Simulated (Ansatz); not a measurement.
BaTe:
```yaml
crystal:
  lattice:
    - [0.00000, 3.47077, 3.47077]
    - [3.47077, 0.00000, 3.47077]
    - [3.47077, 3.47077, 0.00000]
  atoms:
    - { symbol: Ba, position: [0.00000, 0.00000, 0.00000] }
    - { symbol: Te, position: [0.50000, 0.50000, 0.50000] }
```

Relaxed with PBEsol. Special points in fractions of this cell's reciprocal vectors: Γ (0.000, 0.000, 0.000); X (0.500, 0.000, 0.500); U (0.625, 0.250, 0.625); K (0.375, 0.375, 0.750); L (0.500, 0.500, 0.500); W (0.500, 0.250, 0.750).

Task: List the band energies nearest the valence-band maximum at these points for PBEsol in the plane-wave PAW code Ansatz.

Result: In eV from the valence-band maximum; about four levels below and three above (degenerate sets whole), none deeper than 8.9 eV; points with the same levels are listed once.

```csv
k,below,above
Γ,0.00 0.00 0.00,2.93 2.94 2.94 2.94
X,-1.09 -0.36 -0.36,1.46 4.55 4.73
U,-1.27 -1.03 -0.76,2.53 5.01 5.23
L,-8.76 -2.28 -1.12 -1.12,4.06 4.85 5.00 5.00
W,-1.29 -0.92 -0.92,3.48 3.48 4.92
```

Space group Fm-3m (rock salt). The cell was relaxed with PBEsol under the symmetry of its start. Scalar-relativistic: spin–orbit coupling is off unless named, which matters more the heavier the elements.

Potentials: the later of the program's two PAW sets.
